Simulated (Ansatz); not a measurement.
Generalised stacking fault of MgSe (rock salt) on the {100} plane. The cell below holds the perfect crystal with the plane normal along z; tilting its third vector by the shift puts one fault into each cell, between planes 2.75 Å apart, at fixed cell height.

```
CELL_PARAMETERS angstrom
      3.89502     0.00000     0.00000
      0.00000     3.89502     0.00000
      1.94751     1.94751     8.26259
ATOMIC_POSITIONS crystal
  Se 0.00000 0.00000 0.83333
  Se 0.33333 0.33333 0.16667
  Se 0.66667 0.66667 0.50000
  Mg 0.50000 0.50000 0.83333
  Mg 0.83333 0.83333 0.16667
  Mg 0.16667 0.16667 0.50000
```

In-plane vectors a = (3.895, 0.000) Å, b = (0.000, 3.895) Å, area 15.17 Å². The shift is x·a + y·b, and the map repeats with period 1 in x and y. The shift is rigid: no atom relaxes. γ = [E(shift) − E(0)] / area.

Computed with PBE (plane waves to 420 eV, PAW, scalar-relativistic; Ansatz, a first-principles code). k mesh 7×7×7 (Γ-centred), Fermi-Dirac smearing 0.05 eV. Energies are extrapolated to zero smearing. As the smearing reaches across the gap at some points, the k mesh leaves noise in γ, roughly 0.02 J/m² as judged from a few cases. Faults lie only 8.3 Å apart, and holding the cell height and the atoms raises γ above its relaxed value. MgSe was relaxed with its symmetry unable to fall. γ is measured from zero shift.

```json
[
 {"γ (J/m²)": "y = 0.000", "x = 0.000": "0.00", "x = 0.167": "(withheld)", "x = 0.333": "0.77", "x = 0.500": "1.12", "x = 0.667": "0.77", "x = 0.833": "(withheld)"},
 {"γ (J/m²)": "y = 0.167", "x = 0.000": "(withheld)", "x = 0.167": "0.47", "x = 0.333": "(withheld)", "x = 0.500": "1.49", "x = 0.667": "(withheld)", "x = 0.833": "0.47"},
 {"γ (J/m²)": "y = 0.333", "x = 0.000": "0.77", "x = 0.167": "(withheld)", "x = 0.333": "1.84", "x = 0.500": "2.25", "x = 0.667": "1.84", "x = 0.833": "(withheld)"},
 {"γ (J/m²)": "y = 0.500", "x = 0.000": "1.12", "x = 0.167": "1.49", "x = 0.333": "2.25", "x = 0.500": "2.67", "x = 0.667": "2.25", "x = 0.833": "1.49"},
 {"γ (J/m²)": "y = 0.667", "x = 0.000": "0.77", "x = 0.167": "(withheld)", "x = 0.333": "1.84", "x = 0.500": "2.25", "x = 0.667": "1.84", "x = 0.833": "(withheld)"},
 {"γ (J/m²)": "y = 0.833", "x = 0.000": "(withheld)", "x = 0.167": "0.47", "x = 0.333": "(withheld)", "x = 0.500": "1.49", "x = 0.667": "(withheld)", "x = 0.833": "0.47"}
]
```

### Question
Fill in the missing entries.

### Answer

- y = 0.000, x = 0.167: 0.22
- y = 0.000, x = 0.833: 0.22
- y = 0.167, x = 0.000: 0.22
- y = 0.167, x = 0.333: 1.10
- y = 0.167, x = 0.667: 1.10
- y = 0.333, x = 0.167: 1.10
- y = 0.333, x = 0.833: 1.10
- y = 0.667, x = 0.167: 1.10
- y = 0.667, x = 0.833: 1.10
- y = 0.833, x = 0.000: 0.22
- y = 0.833, x = 0.333: 1.10
- y = 0.833, x = 0.667: 1.10

(The slope of γ gives the shear force per area between the displaced halves; near zero shift its curvature is an elastic stiffness.)
